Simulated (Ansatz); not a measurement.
Polymorphs of BaTiO3, each relaxed with r²SCAN (plane waves, PAW; program Ansatz):

A: P4mm
a = 3.972 Å, b = 3.972 Å, c = 4.114 Å, α = 90.00°, β = 90.00°, γ = 90.00°

| atom | site | symmetry | x | y | z |
|---|---|---|---|---|---|
| Ti | 1b | 4mm | 0.5000 | 0.5000 | 0.4524 |
| Ba | 1a | 4mm | 0.0000 | 0.0000 | 0.9343 |
| O | 1b | 4mm | 0.5000 | 0.5000 | 0.8951 |
| O | 2c | 2mm. | 0.0000 | 0.5000 | 0.4121 |

B: cubic perovskite (Pm-3m)
a = b = c = 3.9941 Å, α = β = γ = 90.00°

| atom | site | symmetry | x | y | z |
|---|---|---|---|---|---|
| Ba | 1a | m-3m | 0.0000 | 0.0000 | 0.0000 |
| Ti | 1b | m-3m | 0.5000 | 0.5000 | 0.5000 |
| O | 3c | 4/mm.m | 0.0000 | 0.5000 | 0.5000 |

Question: Order them by energy per atom at 0 K (lowest first) at the level r²SCAN.

Answer: A (+0 meV/atom), B (+7 meV/atom)

Question: Give each one's gap.

Answer: A 2.23 eV; B 2.17 eV.

Not the usual ambient phase: B. Unstable at this level: A; B. All cells were relaxed under the symmetry of their starts (and spin orders); stability against distortions was not tested throughout. Rows with no word on spin ran without spin polarisation. Spin–orbit coupling is left out wherever it is not named.

Energies hold the estimated change up to a 700 eV cutoff; steps of a few meV lie near the error of the meshes.

Potentials: the later of the program's two PAW sets.
